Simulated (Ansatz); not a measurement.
Relaxed-ion elastic tensor of Li (hcp (Mg type), space group No. 194) in GPa (Voigt order), DFT-r²SCAN in the program Ansatz with PAW potentials; density 0.55 g/cm³, 20.98 Å³ per atom.

```csv
,1,2,3,4,5,6
1,20.5,12.5,6.0,0.0,0.0,0.0
2,12.5,20.5,6.0,0.0,0.0,0.0
3,6.0,6.0,27.2,0.0,0.0,0.0
4,0.0,0.0,0.0,4.8,0.0,0.0
5,0.0,0.0,0.0,0.0,4.8,0.0
6,0.0,0.0,0.0,0.0,0.0,4.0
```

Task: Is the crystal mechanically stable?

Result: Yes: the smallest eigenvalue of C is 4.0 GPa.

Task: Work out the Voigt, Reuss and Hill averages.

Result: K_V = 13.0, K_R = 13.0, K_H = 13.0; G_V = 5.6, G_R = 4.9, G_H = 5.3 GPa.

Task: Give Young's modulus, Poisson's ratio, Pugh's ratio and the universal anisotropy index.

Result: E = 9KG/(3K + G) = 13.9 GPa; ν = 0.32; K/G = 2.47 (ductile by the Pugh limit of 1.75); A_U = 5G_V/G_R + K_V/K_R − 6 = 0.69.

Task: Estimate the sound speeds and the Debye temperature.

Result: v_l = √((K + 4G/3)/ρ) = 6040 m/s, v_t = √(G/ρ) = 3100 m/s, mean 3470 m/s; Θ = (h/k)(3n/4πV)^(1/3) v_m = 375 K.

Task: How much does each axis shrink under pressure?

Result: Linear compressibilities β_i = Σ_j S_ij (j = 1 to 3): x 26, y 26, z 25 per TPa.

Space group P6_3/mmc (hcp (Mg type)). A made-up cell: these elements were put on the sites of a structure type; the Crystallography Open Database files this formula in space group No. 194, but the cells were not matched. It is not the phase usual at ambient conditions (space group No. 229). The cell was relaxed with r²SCAN under the symmetry of its start; of distortions, only those at the zone centre were tested. As this level gives no gap, shear constants depend on the k-mesh and smearing (Fermi–Dirac, 0.1 eV here).

Potentials: the later of the program's two PAW sets.
